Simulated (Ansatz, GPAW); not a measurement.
# HfO2: the Hubbard U on Hf d in 2 programs

It takes space group Fm-3m (No. 225, cubic). The conventional cell has a = 5.115 Å, b = 5.115 Å, c = 5.115 Å, α = 90.00°, β = 90.00°, γ = 90.00°. Hf (site symmetry m-3m) is surrounded by 8 O at 2.21 Å. O (site symmetry -43m) has 4 Hf at 2.21 Å as nearest neighbours.

Measurements of this composition are mostly on another form, of space group No. 14.

Kept alike: task band structure; functional PBEsol; k mesh 9 × 9 × 9; occupations fermi-dirac, width 0.05 eV; no spin polarisation. The mesh is that of the run's cell of 3 atoms. No spin-orbit coupling.

- A: Ansatz, Ansatz PAW, made for PBE, cutoff 420 eV
- B: GPAW, PAW data sets generated for this functional, cutoff 800 eV

| Hubbard U on Hf d (eV) | A: pressure (GPa) | B: pressure (GPa) |
| --- | --- | --- |
| 0 | -10.18 | -10.35 |
| 1 | -8.82 | -7.73 |
| 2 | -7.39 | -5.02 |
| 3 | -5.90 | -2.22 |
| 4 | -4.34 | 0.68 |
| 6 | -1.02 | 6.73 |
| 8 | 2.57 | 13.10 |

U acts on projectors that differ between programs, so one value of U isn't one strength. Pressure is positive in compression; plane-wave values hold the error of the finite cutoff, which Ansatz corrects. Values on potentials made for another functional: all of A.

**Question.** How large is the effect of the Hubbard U on Hf d, and do the programs agree on it?

**Answer.** From 0 to 8 eV the pressure moves by +12.75 in A, +23.45 in B (GPa). Row by row the programs differ by 0.17 to 10.53, and the shifts point the same way but differ by 46 % of the larger.
